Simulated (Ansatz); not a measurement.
Consider the following.

Starting cell, GaAs (zinc blende):

```
GaAs
1.0
    0.00000     5.74558     5.74558
    2.87279     2.87279     5.74558
    2.87279     2.87279     0.00000
As Ga
2 2
Direct
  0.00000   0.75000   0.75000
  0.50000   0.75000   0.75000
  0.00000   0.00000   0.00000
  0.50000   0.00000   0.00000
```

The atoms are displaced by Q × the pattern below (from a DFPT mode at X = (0.5, 0.5, 0.0), largest move 1; Q in Å), at fixed cell. (q is in reciprocal vectors of the primitive cell; the cell shown is doubled to hold the pattern.)

```json
[
 {"atom": "As1", "x": "0.000", "y": "0.000", "z": "-1.000"},
 {"atom": "As2", "x": "0.000", "y": "0.000", "z": "1.000"}
]
```

Atoms not listed stay in place.

Level of theory: PBE (plane waves to 420 eV, PAW, scalar-relativistic; Ansatz, an electronic-structure program). k mesh 10×10×10 (Γ-centred), Fermi-Dirac smearing 0.05 eV. E stands for the smeared free energy. GaAs was relaxed with its symmetry unable to fall. ΔE is measured from the undisplaced structure.

The scan covers Q from -0.180 to 0.180 Å in 13 points.

Q: Which space group does the distorted structure have?

A: P-4m2 (No. 115), lowered from F-43m.

Q: What is the energy change at Q = 0.180 Å?

A: 380 meV/cell.

Q: What harmonic wavenumber does the curvature at Q = 0 give?

A: 207 cm⁻¹.

(For displaced atoms, the force is minus the slope of the energy, and its curvature is a force constant, which sets phonon frequencies.)
